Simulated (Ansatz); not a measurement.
## Property card for Y

Y:
```
Y
1.0
    0.00000     2.48858     2.48858
    2.48858     0.00000     2.48858
    2.48858     2.48858     0.00000
Y
1
Direct
  0.00000   0.00000   0.00000
```

Space group Fm-3m (No. 225), fcc (Cu type); conventional cell a = b = c = 4.977 Å, α = β = γ = 90.00°.

Method: DFT-PBEsol in the program Ansatz with PAW potentials. Geometry: relaxed at this level of theory. Other levels are named where they apply.

**Cell and energy**

| Property | Result |
|---|---|
| Volume per atom | 30.82 Å³ |
| Density | 4.79 g/cm³ |

**Electronic structure**

| Quantity | Value |
|---|---|
| Electronic character | metallic (no gap) |
| Density of states at the Fermi level | 1.5 states/eV per atom (mean over ±0.08 eV) |

**Mechanics**

| Quantity | Result |
|---|---|
| Bulk modulus (Birch–Murnaghan fit) | 41.7 GPa |
| Pressure derivative B′ | 3.2 |
| Elastic constants (relaxed ions, GPa) | C11 = 60.5, C12 = 31.9, C44 = 33.6 |
| Mechanical stability | stable (all eigenvalues of C positive) |
| Hill bulk and shear moduli | 41.5 and 23.9 GPa |
| Young's modulus | 60.0 GPa |
| Poisson's ratio | 0.26 |
| Debye temperature from the elastic constants | 235 K |

The workflow started from an entry of the Crystallography Open Database (COD), which files this formula under 2 space groups. It is not the phase usual at ambient conditions (space group No. 194). The PBEsol relaxation kept the symmetry of its start; whether a distortion lowers the energy is not shown. The run is not spin-polarised. As this level gives no gap, shear constants depend on the k-mesh and smearing (Fermi–Dirac, 0.1 eV here). Spin–orbit coupling is left out wherever it is not named.

Potentials: the later of the program's two PAW sets.
